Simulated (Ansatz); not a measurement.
Starting cell, Pb (fcc, Cu type):

```yaml
crystal:
  lattice:
    - [0.00000, 5.03412, 5.03412]
    - [2.51706, 2.51706, 5.03412]
    - [2.51706, 2.51706, 0.00000]
  atoms:
    - { symbol: Pb, position: [0.00000, 0.00000, 0.00000] }
    - { symbol: Pb, position: [0.50000, 0.00000, 0.00000] }
```

A phonon eigenvector at X = (0.5, 0.5, 0.0) is frozen into this cell: atom i moves by Q times the vector below, so Q is the largest atomic displacement, in Å. The cell is held. (q is in reciprocal vectors of the primitive cell; the cell shown is doubled to hold the pattern.)

```json
[
 {"atom": "Pb1", "x": "0.000", "y": "0.000", "z": "-1.000"},
 {"atom": "Pb2", "x": "0.000", "y": "0.000", "z": "1.000"}
]
```

Computed with PBE (plane waves to 420 eV, PAW, scalar-relativistic; Ansatz, a program for electronic structure). k mesh 16×16×16 (Γ-centred), Fermi-Dirac smearing 0.05 eV. The energy includes the smearing's −TS. With partly filled bands, energies and forces of such displacements shift with the k mesh and the smearing. Pb was relaxed with its symmetry unable to fall. Spin-orbit coupling is left out, though Pb is heavy. The PAW data are Ansatz's earlier set. The relaxed volume of Pb is well above the measured one; the method has no dispersion term. The zero of ΔE is the undisplaced structure. The last digit holds for this mesh only.

| Q (Å) | ΔE (meV/cell) |
|---|---|
| -0.180 | withheld |
| -0.150 | 65.0 |
| -0.120 | 39.9 |
| -0.090 | 22.2 |
| -0.060 | 10.0 |
| -0.030 | 2.5 |
| 0.000 | 0.0 |
| 0.030 | 2.5 |
| 0.060 | 10.0 |
| 0.090 | 22.2 |
| 0.120 | 39.9 |
| 0.150 | 65.0 |
| 0.180 | withheld |

Fit an even polynomial form (powers 2, 4, 6) to the given rows and predict ΔE at Q = -0.180.

Least squares on the 11 given rows: ΔE = (2803)·Q² + (-13240)·Q⁴ + (758000)·Q⁶, in meV/cell with Q in Å; root-mean-square residual 0.03 meV/cell. At -0.180 the fit gives 102.7 meV/cell; the calculation gives 98.9 meV/cell, so the extrapolation is off by 3.8 (+3.8 %). The quadratic term alone would give 90.8 meV/cell.

(A displaced cell: forces are minus the slopes of the energy, force constants its curvatures, and phonons follow from these.)
